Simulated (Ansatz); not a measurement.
**One input, then a changed one: Pd (fcc type)**

First run: DFT, LDA, PAW with Ansatz's default frozen-core files, scalar-relativistic (Ansatz 0.2.0).

Command: `ansatz run input.yaml --threads 2 --pin off --max-ram 4096MiB --backend cpu --events-out ev --progress --plain --runs-dir out` It took 3.8 s on 2 threads of Intel(R) Xeon(R) Platinum 8375C CPU @ 2.90GHz (Ice Lake), on a shared host, peak memory 0.4 GiB.

```yaml
crystal:
  lattice:
    - [-1.9209563989, 1.9209563989, 0.0]
    - [0.0, 0.0, 3.8419127978]
    - [1.9209563989, 1.9209563989, 0.0]
  atoms:
    - { symbol: Pd, position: [0.0, 0.0, 0.0] }
    - { symbol: Pd, position: [0.5, 0.5, 0.5] }
kpoints:
  mp_grid: { grid: [13, 10, 13] }
scf:
  occupations: { method: fermi_dirac, width: 0.1 }
hamiltonian:
  xc: lda
  pseudopotentials: { kind: paw }
output:
  forces: true
  stress: true
  eigenvalues: true
  write_density: true
  write_potential: true
  elf: true
  volumetric_format: npy
```

The base cell comes from a relaxation on PAW files under the same functional.

This run: bulk in the slab's orientation.

It converges in 6 SCF iterations at a pressure of -0.07 GPa, cutoff 420 eV.

A second input differs as follows:

```diff
 scf:
-  occupations: { method: fermi_dirac, width: 0.1 }
+  occupations: { method: fixed }
+  max_iter: 75
 hamiltonian:
   eigenvalues: true
-  write_density: true
-  write_potential: true
-  elf: true
-  volumetric_format: npy
```

Q: What is wrong with it, and what does the program do?

A: The change was made to test fixed occupations whatever the gap. The run converges in 6 SCF iterations at a pressure of 1.16 GPa, cutoff 420 eV, free energy +113.2 meV/atom against the first run's. Compare each number with the sound run's before taking it for a property of the system. The log ends:
```
--- Stress (GPa, compression-positive) ---
        2.222495       0.000000       0.000000
        0.000000       2.222495       0.000000
        0.000000       0.000000      -0.963291
  P = ⅓ Tr σ = 1.1606 GPa (11.606 kbar)
--- Band table (eV; the first three rows and the last of 168) ---
  k-point 0: bands = ["-63.5380", "-63.4497", "-29.5462", "-29.2243", "-29.2243", "-29.0919", "-29.0446", "-29.0446", "12.9638", "14.7790", "15.1296", "17.4906", "17.4906", "17.5619", "19.2525", "19.2550", "20.5270", "20.8754", "20.8754", "23.7719", "31.6132", "33.7839"]
  k-point 1: bands = ["-63.5354", "-63.4497", "-29.5383", "-29.2364", "-29.2205", "-29.0972", "-29.0621", "-29.0460", "13.1131", "14.8736", "15.2213", "17.4271", "17.5385", "17.6291", "19.1940", "19.2602", "20.3824", "20.4042", "20.8266", "24.4119", "31.5496", "33.0637"]
  k-point 2: bands = ["-63.5282", "-63.4499", "-29.5154", "-29.2694", "-29.2095", "-29.1130", "-29.1110", "-29.0504", "13.5429", "15.1078", "15.5162", "17.2591", "17.6797", "17.7946", "19.0378", "19.3118", "19.4797", "20.0790", "20.6826", "25.7540", "30.9803", "31.8750"]
  k-point 167: bands = ["-63.4504", "-63.4504", "-29.3707", "-29.3707", "-29.3591", "-29.3591", "-29.2642", "-29.2642", "15.9504", "15.9504", "16.8815", "16.8815", "16.9118", "16.9118", "19.1323", "19.1323", "20.8689", "20.8689", "28.7883", "28.7883", "29.7556", "29.7556"]
```
